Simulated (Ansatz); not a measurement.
Relaxing barium (omega (AlB2-type))

Level of theory: Ansatz, DFT, BLYP, plane waves (420 eV) with PAW, scalar-relativistic. The PAW files were generated under PBE, with cores re-solved for the functional.

k-point mesh 5×5×7, Fermi-Dirac smearing 0.1 eV, no spin polarisation. Cell and atoms relax.

Starting structure:

```yaml
crystal:
  lattice:
    - [7.06865, 0.00000, 0.00000]
    - [-3.53433, 6.12163, 0.00000]
    - [0.00000, 0.00000, 4.33308]
  atoms:
    - { symbol: Ba, position: [0.00000, 0.00000, 0.00000] }
    - { symbol: Ba, position: [0.33333, 0.66667, 0.50000] }
    - { symbol: Ba, position: [0.66667, 0.33333, 0.50000] }
```

**Question.** The pressure at the start is 0.7 GPa. By how much does the volume change?

**Answer.** From 62.50 to 67.16 Å³ per atom, 7.5 %. The final cell has a = 7.306 Å, c = 4.358 Å (c/a = 0.597).

**Question.** How much energy does the relaxation gain?

**Answer.** 11.9 meV per atom.
